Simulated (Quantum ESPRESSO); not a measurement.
## Ca2ZnAlF7O (one run as intended and one with a planted mistake)

Simulated, not a measurement. The program is pw.x of Quantum ESPRESSO 7.5 (plane-wave density functional theory). The cell is made up: 12 atoms on a fluorite lattice, with randomly drawn elements, strain and displacements, not relaxed. PseudoDojo standard norm-conserving files (v0.5 for PBE, v0.4.1 for LDA and PBEsol) set the functional; there is no spin polarisation, spin-orbit coupling or dispersion term, and the masses in the input are unused placeholders.

Intended input:

```
&control calculation='scf', pseudo_dir='./dojo.nc.sr.pbe.v0_5.standard.upf', outdir='./o', disk_io='medium', tprnfor=.true., tstress=.true. /
&system ibrav=0, nat=12, ntyp=5, nbnd=55, ecutwfc=84.00895049, nosym=.true., tot_charge=0,
 occupations='smearing', smearing='fd', degauss=0.0018374661
/
&electrons conv_thr=7.350e-09, electron_maxstep=60, /
ATOMIC_SPECIES
Al 1.0 Al.upf
Ca 1.0 Ca.upf
F 1.0 F.upf
O 1.0 O.upf
Zn 1.0 Zn.upf
CELL_PARAMETERS angstrom
5.4602 0.0 0.0
0.0 5.4602 0.0
0.0 0.0 5.4602
ATOMIC_POSITIONS angstrom
Ca 0.0202 -0.0866 -0.0891
Zn -0.0808 2.595 2.9061
Al 2.7461 -0.0363 2.7494
Ca 2.7975 2.8054 0.0144
F 1.3358 1.3409 1.2576
F 1.2994 1.433 4.1914
F 1.3432 3.9342 1.2454
F 1.4889 4.1314 4.1601
F 4.0502 1.316 1.4553
O 4.0085 1.2078 4.1753
F 4.1512 4.1683 1.4284
F 4.1166 4.0823 4.0243
K_POINTS automatic
4 4 4 1 1 1
```

The log is shortened where brackets say so; the opening notice, blank lines, dates and the lines on written files are dropped, and the path of the files is cut. It prints rydbergs, bohrs and kilobars, and counts compression as positive stress. Where no state is partly filled, the Fermi energy that it prints is only some level between the filled and the empty states on the mesh, and need not lie in the true gap.

Log of the intended run:

```
     Program PWSCF v.7.5
     Parallel version (MPI & OpenMP), running on       1 processor cores
     Number of MPI processes:                 1
     Threads/MPI process:                     1
     [start-up lines left out]
     bravais-lattice index     =            0
     lattice parameter (alat)  =      10.3183  a.u.
     unit-cell volume          =    1098.5561 (a.u.)^3
     number of atoms/cell      =           12
     number of atomic types    =            5
     number of electrons       =        98.00
     number of Kohn-Sham states=           55
     kinetic-energy cutoff     =      84.0090  Ry
     charge density cutoff     =     336.0358  Ry
     scf convergence threshold =      7.3E-09
     mixing beta               =       0.7000
     number of iterations used =            8  plain     mixing
     Exchange-correlation= PBE
                           (   1   4   3   4   0   0   0)
     [axes and pseudopotential details left out]
   Cartesian axes
     site n.     atom                  positions (alat units)
         1        Ca     tau(   1) = (   0.0036995  -0.0158602  -0.0163181  )
         2        Zn     tau(   2) = (  -0.0147980   0.4752573   0.5322333  )
         3        Al     tau(   3) = (   0.5029303  -0.0066481   0.5035347  )
         4        Ca     tau(   4) = (   0.5123439   0.5137907   0.0026373  )
         5        F      tau(   5) = (   0.2446431   0.2455771   0.2303212  )
         6        F      tau(   6) = (   0.2379766   0.2624446   0.7676276  )
         7        F      tau(   7) = (   0.2459983   0.7205231   0.2280869  )
         8        F      tau(   8) = (   0.2726823   0.7566390   0.7618952  )
         9        F      tau(   9) = (   0.7417677   0.2410168   0.2665287  )
        10        O      tau(  10) = (   0.7341306   0.2212007   0.7646789  )
        11        F      tau(  11) = (   0.7602652   0.7633969   0.2616021  )
        12        F      tau(  12) = (   0.7539284   0.7476466   0.7370243  )
     number of k points=    32  Fermi-Dirac smearing, width (Ry)=  0.0018
                       cart. coord. in units 2pi/alat
        k(    1) = (   0.1250000   0.1250000   0.1250000), wk =   0.0625000
        k(    2) = (   0.1250000   0.1250000   0.3750000), wk =   0.0625000
     [further k points left out]
     Dense  grid:   114425 G-vectors     FFT dimensions: (  64,  64,  64)
     Estimated max dynamical RAM per process >     185.90 MB
     Initial potential from superposition of free atoms
     starting charge      97.9875, renormalised to      98.0000
     Starting wfcs are   56 randomized atomic wfcs
     total cpu time spent up to now is       22.3 secs
     per-process dynamical memory:   102.0 Mb
     Self-consistent Calculation
     iteration #  1     ecut=    84.01 Ry     beta= 0.70
     Davidson diagonalization with overlap
     ethr =  1.00E-02,  avg # of iterations =  7.7
     total cpu time spent up to now is       85.1 secs
     total energy              =    -955.71414585 Ry
     estimated scf accuracy    <       2.48168027 Ry
     iteration #  2     ecut=    84.01 Ry     beta= 0.70
     Davidson diagonalization with overlap
     ethr =  2.53E-03,  avg # of iterations =  4.8
     total cpu time spent up to now is      146.7 secs
     total energy              =    -954.72392297 Ry
     estimated scf accuracy    <      10.31874503 Ry
     [iterations 3 to 12 left out]
     iteration # 13     ecut=    84.01 Ry     beta= 0.70
     Davidson diagonalization with overlap
     ethr =  7.73E-11,  avg # of iterations =  4.6
     total cpu time spent up to now is      687.9 secs
     total energy              =    -956.93997026 Ry
     estimated scf accuracy    <       0.00000004 Ry
     iteration # 14     ecut=    84.01 Ry     beta= 0.70
     Davidson diagonalization with overlap
     ethr =  4.30E-11,  avg # of iterations =  2.0
     total cpu time spent up to now is      730.0 secs
     End of self-consistent calculation
     [lines on levels left out]
     the Fermi energy is     5.6847 ev
!    total energy              =    -956.93997027 Ry
     estimated scf accuracy    <          9.7E-10 Ry
     smearing contrib. (-TS)   =      -0.00000000 Ry
     internal energy E=F+TS    =    -956.93997027 Ry
     The total energy is F=E-TS. E is the sum of the following terms:
     one-electron contribution =    -603.97556042 Ry
     hartree contribution      =     347.47274730 Ry
     xc contribution           =    -162.40267701 Ry
     ewald contribution        =    -538.03448014 Ry
     convergence has been achieved in  14 iterations
     Forces acting on atoms (cartesian axes, Ry/au):
     atom    1 type  2   force =    -0.01881363    0.03777785    0.01496410
     atom    2 type  5   force =    -0.03594098   -0.05036647    0.01658014
     atom    3 type  1   force =     0.08730789    0.05690852    0.04328778
     atom    4 type  2   force =     0.01829421   -0.05766440   -0.00771077
     atom    5 type  3   force =     0.02145563   -0.03663336    0.06323643
     atom    6 type  3   force =    -0.00089996    0.00050107   -0.05675674
     atom    7 type  3   force =     0.01137702    0.03823018    0.06700293
     atom    8 type  3   force =     0.02056737    0.03499918   -0.07879859
     atom    9 type  3   force =    -0.02031186   -0.01088050    0.02407782
     atom   10 type  4   force =    -0.03339642   -0.00856226   -0.08769006
     atom   11 type  3   force =    -0.04412492    0.00977126    0.03233625
     atom   12 type  3   force =    -0.00551435   -0.01408108   -0.03052928
     Total force =     0.244462     Total SCF correction =     0.000109
     Computing stress (Cartesian axis) and pressure
          total   stress  (Ry/bohr**3)                   (kbar)     P=      -86.37
  -0.00058536  -0.00018433  -0.00005347          -86.11      -27.12       -7.87
  -0.00018433  -0.00056835   0.00000405          -27.12      -83.61        0.60
  -0.00005347   0.00000405  -0.00060776           -7.87        0.60      -89.40
     init_run     :     20.69s CPU     22.12s WALL (       1 calls)
     electrons    :    687.93s CPU    707.70s WALL (       1 calls)
     forces       :      9.62s CPU      9.70s WALL (       1 calls)
     stress       :     31.93s CPU     32.02s WALL (       1 calls)
     [timing details left out]
     PWSCF        :  12m30.51s CPU  12m52.79s WALL
     JOB DONE.
```

A second run has one planted mistake: two atoms have their elements exchanged. The input lines that differ, file-writing options aside:

```
- F 1.2994 1.433 4.1914
+ O 1.2994 1.433 4.1914
- O 4.0085 1.2078 4.1753
+ F 4.0085 1.2078 4.1753
```

Its log:

```
     Program PWSCF v.7.5
     Parallel version (MPI & OpenMP), running on       4 processor cores
     Number of MPI processes:                 4
     Threads/MPI process:                     1
     [start-up lines left out]
     bravais-lattice index     =            0
     lattice parameter (alat)  =      10.3183  a.u.
     unit-cell volume          =    1098.5561 (a.u.)^3
     number of atoms/cell      =           12
     number of atomic types    =            5
     number of electrons       =        98.00
     number of Kohn-Sham states=           55
     kinetic-energy cutoff     =      84.0090  Ry
     charge density cutoff     =     336.0358  Ry
     scf convergence threshold =      7.3E-09
     mixing beta               =       0.7000
     number of iterations used =            8  plain     mixing
     Exchange-correlation= PBE
                           (   1   4   3   4   0   0   0)
     [axes and pseudopotential details left out]
   Cartesian axes
     site n.     atom                  positions (alat units)
         1        Ca     tau(   1) = (   0.0036995  -0.0158602  -0.0163181  )
         2        Zn     tau(   2) = (  -0.0147980   0.4752573   0.5322333  )
         3        Al     tau(   3) = (   0.5029303  -0.0066481   0.5035347  )
         4        Ca     tau(   4) = (   0.5123439   0.5137907   0.0026373  )
         5        F      tau(   5) = (   0.2446431   0.2455771   0.2303212  )
         6        O      tau(   6) = (   0.2379766   0.2624446   0.7676276  )
         7        F      tau(   7) = (   0.2459983   0.7205231   0.2280869  )
         8        F      tau(   8) = (   0.2726823   0.7566390   0.7618952  )
         9        F      tau(   9) = (   0.7417677   0.2410168   0.2665287  )
        10        F      tau(  10) = (   0.7341306   0.2212007   0.7646789  )
        11        F      tau(  11) = (   0.7602652   0.7633969   0.2616021  )
        12        F      tau(  12) = (   0.7539284   0.7476466   0.7370243  )
     number of k points=    32  Fermi-Dirac smearing, width (Ry)=  0.0018
                       cart. coord. in units 2pi/alat
        k(    1) = (   0.1250000   0.1250000   0.1250000), wk =   0.0625000
        k(    2) = (   0.1250000   0.1250000   0.3750000), wk =   0.0625000
     [further k points left out]
     Dense  grid:   114425 G-vectors     FFT dimensions: (  64,  64,  64)
     Estimated max dynamical RAM per process >     281.80 MB
     Estimated total dynamical RAM >       1.02 GB
     Initial potential from superposition of free atoms
     starting charge      97.9875, renormalised to      98.0000
     Starting wfcs are   56 randomized atomic wfcs
     total cpu time spent up to now is        3.6 secs
     per-process dynamical memory:   199.2 Mb
     Self-consistent Calculation
     iteration #  1     ecut=    84.01 Ry     beta= 0.70
     Davidson diagonalization with overlap
     ethr =  1.00E-02,  avg # of iterations =  8.2
     total cpu time spent up to now is       10.5 secs
     total energy              =    -955.65083394 Ry
     estimated scf accuracy    <       2.53135503 Ry
     iteration #  2     ecut=    84.01 Ry     beta= 0.70
     Davidson diagonalization with overlap
     ethr =  2.58E-03,  avg # of iterations =  5.1
     total cpu time spent up to now is       17.7 secs
     total energy              =    -954.66316390 Ry
     estimated scf accuracy    <      11.14210170 Ry
     [iterations 3 to 12 left out]
     iteration # 13     ecut=    84.01 Ry     beta= 0.70
     Davidson diagonalization with overlap
     ethr =  5.92E-11,  avg # of iterations =  5.2
     total cpu time spent up to now is       87.4 secs
     total energy              =    -956.92697412 Ry
     estimated scf accuracy    <       0.00000004 Ry
     iteration # 14     ecut=    84.01 Ry     beta= 0.70
     Davidson diagonalization with overlap
     ethr =  4.39E-11,  avg # of iterations =  2.0
     total cpu time spent up to now is       92.5 secs
     End of self-consistent calculation
     [lines on levels left out]
     the Fermi energy is     5.8360 ev
!    total energy              =    -956.92697413 Ry
     estimated scf accuracy    <          2.1E-09 Ry
     smearing contrib. (-TS)   =      -0.00000000 Ry
     internal energy E=F+TS    =    -956.92697413 Ry
     The total energy is F=E-TS. E is the sum of the following terms:
     one-electron contribution =    -603.52453048 Ry
     hartree contribution      =     347.23202669 Ry
     xc contribution           =    -162.38186497 Ry
     ewald contribution        =    -538.25260537 Ry
     convergence has been achieved in  14 iterations
     Forces acting on atoms (cartesian axes, Ry/au):
     atom    1 type  2   force =     0.03163929    0.03662443    0.01662269
     atom    2 type  5   force =     0.05632726   -0.04769366    0.01718870
     atom    3 type  1   force =    -0.01989969    0.05216629    0.03358242
     atom    4 type  2   force =    -0.03030150   -0.05171173   -0.00525118
     atom    5 type  3   force =     0.02226046   -0.03624255    0.04686622
     atom    6 type  4   force =     0.00136926   -0.00750703   -0.10302000
     atom    7 type  3   force =     0.01427567    0.03861251    0.05718677
     atom    8 type  3   force =     0.02840552    0.03185101   -0.06690798
     atom    9 type  3   force =    -0.02228340   -0.01570038    0.04569357
     atom   10 type  3   force =    -0.02389827   -0.01244019   -0.04462591
     atom   11 type  3   force =    -0.04482632    0.01207879    0.03993341
     atom   12 type  3   force =    -0.01306827   -0.00003749   -0.03726872
     Total force =     0.230271     Total SCF correction =     0.000132
     Computing stress (Cartesian axis) and pressure
          total   stress  (Ry/bohr**3)                   (kbar)     P=      -85.36
  -0.00060330   0.00012003   0.00000589          -88.75       17.66        0.87
   0.00012003  -0.00055502   0.00000817           17.66      -81.65        1.20
   0.00000589   0.00000817  -0.00058257            0.87        1.20      -85.70
     init_run     :      3.39s CPU      3.51s WALL (       1 calls)
     electrons    :     88.76s CPU     88.96s WALL (       1 calls)
     forces       :      1.05s CPU      1.06s WALL (       1 calls)
     stress       :      3.28s CPU      3.36s WALL (       1 calls)
     [timing details left out]
     PWSCF        :   1m36.58s CPU   1m37.03s WALL
     JOB DONE.
```

```
                                            intended run  run with the mistake
                          free energy (eV)    -13019.832            -13019.655
                    smearing term -TS (eV)        0.0000                0.0000
                            pressure (GPa)         -8.64                 -8.54
            largest force component (eV/Å)         2.255                 2.649
largest change of a force component (eV/Å)                               2.756
                                iterations            14                    14
```

For scale, a rerun of the intended cell at 1437 eV and a 6 x 6 x 6 mesh moved values by no more than 0.003 eV in energy, 0.02 GPa in stress and 0.002 eV/Å in force.